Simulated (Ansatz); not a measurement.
# Ir: energy along a strain

Ir, Fm-3m, a = 3.839 Å (as given, not relaxed at this level: 1.6 GPa). Ansatz: r2SCAN, PAW, 500 eV, Γ-centred 22×22×22 mesh on 1 atom, Gaussian smearing 0.15 eV; no spin polarisation. Cell vectors (Å): 0.000 1.920 1.920; 1.920 0.000 1.920; 1.920 1.920 0.000. The cell is strained by x per cent times the pattern (0 0 1 0 0 0) in the order xx yy zz yz xz xy (engineering shears), with fractional coordinates held. y is the free energy over the start, V0 = 14.149 Å³/atom. Points with a strain past 8.5 % were computed too (3) and aren't used here.

```
x (%) y (meV/atom)
-7.50             ?
-5.00         85.55
-2.50         22.05
 0.00          0.00
 2.50         13.16
 5.00         56.23
 7.50        124.25
```

Question: Fit y = c1 x + c2 x² + c3 x³ to the other rows, get the stiffness along the pattern, and predict the missing energy.

Answer: Least squares on the rows shown. y = −1.4685 x + 2.8367 x² − 0.057718 x³. The clamped-ion stiffness p·C·p = 2 × 28.37 eV × 160.2 / 14.149 Å³ = 642 GPa, which is C33 in these axes (C11 of the cubic crystal) (second derivative at the start, which stands under stress). At x = -7.50 the fit asked for gives 194.93 meV/atom. The run gave 197.11 meV/atom, so the fit is 2.18 meV/atom too low, 1.1 % of the span of the series, against an rms of 0.13 meV/atom on the fitted rows. The row lies outside the fitted range. With a term in x⁴ added, a fit to the same known rows predicts 197.25 meV/atom, so most of the miss is curvature that the known rows already hold.

Spin–orbit coupling is left out, which can shift energies with elements as heavy as these.

Cost: 10 runs of about 2.4 core-minutes in all, on AMD EPYC 7R43 (Zen 3) (shared hosts).